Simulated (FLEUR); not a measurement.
**Fitting the PBEsol energy curve of Ni3Al**

```cif
data_structure
_symmetry_space_group_name_H-M 'Fm-3m'
_symmetry_Int_Tables_number 225
_cell_length_a 5.6038
_cell_length_b 5.6038
_cell_length_c 5.6038
_cell_angle_alpha 90.000
_cell_angle_beta 90.000
_cell_angle_gamma 90.000
_cell_volume 175.97
loop_
_atom_site_label
_atom_site_type_symbol
_atom_site_symmetry_multiplicity
_atom_site_Wyckoff_symbol
_atom_site_fract_x
_atom_site_fract_y
_atom_site_fract_z
_atom_site_occupancy
Ni1 Ni 8 c 0.25000 0.25000 0.75000 1
Ni2 Ni 4 a 0.00000 0.00000 0.00000 1
Al1 Al 4 b 0.50000 0.00000 0.00000 1
```

The cell comes from a database or a generator and needn't be the stable form of this composition.

The cell was scaled at fixed shape and fractions and run with FLEUR, all-electron, FLAPW; PBEsol, k mesh 8 × 8 × 8 on the cell of 4 atoms, fermi-dirac occupations of 0.05 eV, collinear spin, program default start, no spin-orbit coupling. Energies are those that the program minimises, any entropy of the smearing included. For a metal such a mesh isn't converged to the digits shown. The magnetic state is the one that the start led to, which needn't be the lowest.

```tsv
V (Å³/atom)	energy over the lowest row (meV/atom)
10.3383	24.254
10.5583	9.641
10.7783	1.794
10.9982	0.000
11.2182	?
11.4382	12.152
11.6581	24.949
```

**Question.** Fit the third-order Birch-Murnaghan form, give V0, B0 and B′, and predict the energy left open.

**Answer.** With y = (V0/V)^(2/3), E = E0 + (9 V0 B0/16) [(y - 1)³ B′ + (y - 1)² (6 - 4y)]. Least squares through the rows shown give V0 = 10.9568 Å³/atom, E0 = -0.084 meV, B0 = 200.6 GPa (1 eV/Å³ = 160.218 GPa) and B′ = 4.57, with a largest miss of 0.013 meV. At V = 11.2182 the form with these constants gives 3.653 meV; the run gave 3.663 meV an atom.
